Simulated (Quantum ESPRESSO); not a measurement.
# InZr2Pt4Ga: input and log of a self-consistent run

Simulated, not a measurement. The program is pw.x of Quantum ESPRESSO 7.5 (plane-wave density functional theory). The cell is made up: eight metal atoms on a hexagonal close-packed lattice, with elements, volume, strain and displacements drawn at random and not relaxed, so it may be unstable or far from any real phase. PseudoDojo standard norm-conserving files set the functional (PBE unless stated); there is no spin polarisation or spin-orbit coupling, the Fermi-Dirac width of 0.25 eV means electrons at about 2900 K, and the masses in the input are unused placeholders. Heavy elements are run without spin-orbit coupling, which real alloys of them have. A spin test at this wide smearing found no moment, but such smearing suppresses magnetism that the real alloy may have.

Input:

```
&control calculation='scf', pseudo_dir='./dojo.nc.sr.pbe.v0_5.standard.upf', outdir='./o', disk_io='minimal', tprnfor=.true., tstress=.true. /
&system ibrav=0, nat=8, ntyp=4, nbnd=77, ecutwfc=84.00895049, nosym=.true., tot_charge=0,
 occupations='smearing', smearing='fd', degauss=0.0183746611
/
&electrons conv_thr=1.470e-08, electron_maxstep=70, mixing_beta=0.5 /
ATOMIC_SPECIES
Ga 1.0 Ga.upf
In 1.0 In.upf
Pt 1.0 Pt.upf
Zr 1.0 Zr.upf
CELL_PARAMETERS angstrom
0.0 5.3324 0.0
3.0787 0.0 4.9255
3.0787 0.0 -4.9255
ATOMIC_POSITIONS angstrom
In -0.0766 0.0299 0.1027
Zr 2.7847 -0.0246 -0.0257
Pt 2.9988 1.7484 -2.416
Pt 3.0899 1.6985 2.4908
Pt 1.6323 2.6008 -0.0157
Pt 4.5239 2.7868 -0.0452
Ga 1.3271 4.4941 -2.5581
Zr 1.5566 4.4813 2.5147
K_POINTS automatic
5 5 5 1 1 1
```

The log is shortened where brackets say so; the opening notice, blank lines, dates and the lines on written files are dropped, and the path of the files is cut. It prints rydbergs, bohrs and kilobars, and counts compression as positive stress. Its total energy is the free energy E - TS of the whole cell.

```
     Program PWSCF v.7.5
     Parallel version (MPI & OpenMP), running on       4 processor cores
     Number of MPI processes:                 4
     Threads/MPI process:                     1
     [start-up lines left out]
     bravais-lattice index     =            0
     lattice parameter (alat)  =      10.0768  a.u.
     unit-cell volume          =    1091.3574 (a.u.)^3
     number of atoms/cell      =            8
     number of atomic types    =            4
     number of electrons       =       122.00
     number of Kohn-Sham states=           77
     kinetic-energy cutoff     =      84.0090  Ry
     charge density cutoff     =     336.0358  Ry
     scf convergence threshold =      1.5E-08
     mixing beta               =       0.5000
     number of iterations used =            8  plain     mixing
     Exchange-correlation= PBE
                           (   1   4   3   4   0   0   0)
     [axes and pseudopotential details left out]
   Cartesian axes
     site n.     atom                  positions (alat units)
         1        In     tau(   1) = (  -0.0143650   0.0056072   0.0192596  )
         2        Zr     tau(   2) = (   0.5222226  -0.0046133  -0.0048196  )
         3        Pt     tau(   3) = (   0.5623734   0.3278824  -0.4530793  )
         4        Pt     tau(   4) = (   0.5794577   0.3185245   0.4671067  )
         5        Pt     tau(   5) = (   0.3061098   0.4877354  -0.0029443  )
         6        Pt     tau(   6) = (   0.8483797   0.5226165  -0.0084765  )
         7        Ga     tau(   7) = (   0.2488748   0.8427912  -0.4797277  )
         8        Zr     tau(   8) = (   0.2919136   0.8403908   0.4715888  )
     number of k points=    63  Fermi-Dirac smearing, width (Ry)=  0.0184
                       cart. coord. in units 2pi/alat
        k(    1) = (   0.1732030   0.1000000   0.0000000), wk =   0.0320000
        k(    2) = (   0.3464060   0.1000000  -0.1082611), wk =   0.0320000
     [further k points left out]
     Dense  grid:   113461 G-vectors     FFT dimensions: (  60,  72,  72)
     Estimated max dynamical RAM per process >     487.82 MB
     Estimated total dynamical RAM >       1.82 GB
     Initial potential from superposition of free atoms
     starting charge     121.9881, renormalised to     122.0000
     Starting wfcs are   78 randomized atomic wfcs
     total cpu time spent up to now is        6.7 secs
     per-process dynamical memory:   397.5 Mb
     Self-consistent Calculation
     iteration #  1     ecut=    84.01 Ry     beta= 0.50
     Davidson diagonalization with overlap
     ethr =  1.00E-02,  avg # of iterations =  4.9
     total cpu time spent up to now is       23.8 secs
     total energy              =   -1531.97215885 Ry
     estimated scf accuracy    <       2.33908032 Ry
     iteration #  2     ecut=    84.01 Ry     beta= 0.50
     Davidson diagonalization with overlap
     ethr =  1.92E-03,  avg # of iterations =  3.1
     total cpu time spent up to now is       40.3 secs
     total energy              =   -1532.53398958 Ry
     estimated scf accuracy    <       9.81478774 Ry
     iteration #  3     ecut=    84.01 Ry     beta= 0.50
     Davidson diagonalization with overlap
     ethr =  1.92E-03,  avg # of iterations =  2.0
     total cpu time spent up to now is       55.7 secs
     total energy              =   -1533.23013661 Ry
     estimated scf accuracy    <       0.44815410 Ry
     iteration #  4     ecut=    84.01 Ry     beta= 0.50
     Davidson diagonalization with overlap
     ethr =  3.67E-04,  avg # of iterations =  3.8
     total cpu time spent up to now is       70.7 secs
     total energy              =   -1533.29878968 Ry
     estimated scf accuracy    <       0.04532011 Ry
     iteration #  5     ecut=    84.01 Ry     beta= 0.50
     Davidson diagonalization with overlap
     ethr =  3.71E-05,  avg # of iterations =  6.8
     total cpu time spent up to now is       87.4 secs
     total energy              =   -1533.29642347 Ry
     estimated scf accuracy    <       0.04726511 Ry
     [iterations 6 to 9 left out]
     iteration # 10     ecut=    84.01 Ry     beta= 0.50
     Davidson diagonalization with overlap
     ethr =  1.36E-07,  avg # of iterations =  1.4
     total cpu time spent up to now is      152.5 secs
     total energy              =   -1533.30087404 Ry
     estimated scf accuracy    <       0.00003200 Ry
     iteration # 11     ecut=    84.01 Ry     beta= 0.50
     Davidson diagonalization with overlap
     ethr =  2.62E-08,  avg # of iterations =  2.0
     total cpu time spent up to now is      165.9 secs
     total energy              =   -1533.30087774 Ry
     estimated scf accuracy    <       0.00000875 Ry
     iteration # 12     ecut=    84.01 Ry     beta= 0.50
     Davidson diagonalization with overlap
     ethr =  7.17E-09,  avg # of iterations =  1.1
     total cpu time spent up to now is      178.3 secs
     total energy              =   -1533.30087865 Ry
     estimated scf accuracy    <       0.00000014 Ry
     iteration # 13     ecut=    84.01 Ry     beta= 0.50
     Davidson diagonalization with overlap
     ethr =  1.17E-10,  avg # of iterations =  4.6
     total cpu time spent up to now is      196.0 secs
     total energy              =   -1533.30087867 Ry
     estimated scf accuracy    <       0.00000055 Ry
     iteration # 14     ecut=    84.01 Ry     beta= 0.50
     Davidson diagonalization with overlap
     ethr =  1.17E-10,  avg # of iterations =  2.0
     total cpu time spent up to now is      210.2 secs
     End of self-consistent calculation
     [lines on levels left out]
!    total energy              =   -1533.30087872 Ry
     estimated scf accuracy    <       0.00000001 Ry
     smearing contrib. (-TS)   =      -0.09733291 Ry
     internal energy E=F+TS    =   -1533.20354582 Ry
     The total energy is F=E-TS. E is the sum of the following terms:
     one-electron contribution =    -468.42437846 Ry
     hartree contribution      =     301.92284994 Ry
     xc contribution           =    -311.74140675 Ry
     ewald contribution        =   -1054.96061055 Ry
     convergence has been achieved in  14 iterations
     Forces acting on atoms (cartesian axes, Ry/au):
     atom    1 type  2   force =    -0.03483120    0.02182050    0.00164546
     atom    2 type  4   force =     0.05754079    0.02115141   -0.01721413
     atom    3 type  3   force =     0.01587349   -0.00764215    0.00275951
     atom    4 type  3   force =    -0.01735085   -0.00043087   -0.00646869
     atom    5 type  3   force =    -0.00728480    0.01557954    0.01298329
     atom    6 type  3   force =    -0.00844112    0.00886106   -0.00282761
     atom    7 type  1   force =     0.02177600   -0.02132999    0.00089861
     atom    8 type  4   force =    -0.02728231   -0.03800951    0.00822356
     Total force =     0.101077     Total SCF correction =     0.000563
     Computing stress (Cartesian axis) and pressure
          total   stress  (Ry/bohr**3)                   (kbar)     P=     -122.13
  -0.00055018   0.00001026  -0.00009844          -80.93        1.51      -14.48
   0.00001026  -0.00137171  -0.00001500            1.51     -201.79       -2.21
  -0.00009844  -0.00001500  -0.00056872          -14.48       -2.21      -83.66
     init_run     :      6.36s CPU      6.57s WALL (       1 calls)
     electrons    :    199.78s CPU    203.57s WALL (       1 calls)
     forces       :      2.69s CPU      2.71s WALL (       1 calls)
     stress       :      9.36s CPU      9.52s WALL (       1 calls)
     [timing details left out]
     PWSCF        :   3m38.28s CPU   3m42.51s WALL
     JOB DONE.
```

In other units: free energy -20861.621 eV for the cell, pressure -12.21 GPa, largest force component 1.479 eV/Å in size. The run took 224 s of wall time with four MPI processes on a shared machine (AMD EPYC, Zen 5, virtual cores), so the time is rough. A rerun of this cell at a higher cutoff and on a denser mesh moved values by no more than 0.003 eV in energy, 0.02 GPa in stress and 0.004 eV/Å in force, and a second program with other atomic files agreed on that cell to 2 % rms in force and 0.5 GPa in pressure.